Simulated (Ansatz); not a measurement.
TlF (rock salt, space group No. 225), plane-wave PAW LDA (Ansatz code). The conduction-band minimum lies at L, with 4 equivalent valleys. Second derivatives d²E/dk² of the lowest band at one valley (eV·Å²), along Cartesian directions:

```
direction  d²E/dk²
---------  -------
[100]        33.09
[010]        33.09
[001]        33.09
[110]        49.26
[101]        16.91
[011]        16.91
```

Problem. Find the principal effective masses, the density-of-states mass and the conductivity mass.

Solution. Off-diagonal terms follow from H_xy = H[110] − (H_xx + H_yy)/2, and m*/mₑ = 7.620 eV·Å² over each eigenvalue: 0.12, 0.45, 0.45. One valley's DOS mass (m₁m₂m₃)^(1/3) = 0.29, conductivity mass 3/(Σ 1/mᵢ) = 0.23 mₑ.

Problem. What effective density of states Nc follows at 300 K for parabolic valleys?

Solution. Nc = 2.509e19 × 4 × (0.29)^(3/2) ≈ 1.6e19 cm⁻³.

Space group Fm-3m (rock salt). The workflow started from an entry of the Crystallography Open Database (COD); the relaxed space group is not among those it files for this formula. COD files the formula under space group No. 28, 57, 69, 129, 139, so this cell is another polymorph or a model. Its standing as an ambient phase is unchecked. The cell was relaxed with LDA under the symmetry of its start; its stability against distortions is not shown here. Scalar-relativistic: spin–orbit coupling is off unless named, which matters more the heavier the elements.

Potentials: the later of the program's two PAW sets.

Edges and masses are those of Kohn–Sham bands, whose gap is no quasiparticle gap.
